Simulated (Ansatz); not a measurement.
Values for one crystal, relaxed and computed with PBEsol (plane waves, PAW; program Ansatz); other levels are named.

```yaml
volume_per_atom: 22.90 Å³
band_gap: 2.43 eV (direct)
Hole effective mass, band 2 of 3 at the edge: 2.7 along [100], 2.7 along [110], 7.5 along [111] (mₑ)
valence_band_maximum: at Γ
Pressure derivative B′: 4.3
Bulk modulus (Birch–Murnaghan fit): 29.5 GPa
Formation energy from the elements (no fitted shifts): -1.07 eV/atom
```

Problem. Pick the material that matches.
A. Na2S, anti-fluorite
B. BaO, rock salt
C. NaH, rock salt
D. MgF2, rutile

Solution. A, Na2S, anti-fluorite

Space group Fm-3m (anti-fluorite). Symmetry was held in the PBEsol relaxation. The references are the lowest solids computed at this level, not always the standard phases.

Potentials: the later of the program's two PAW sets.
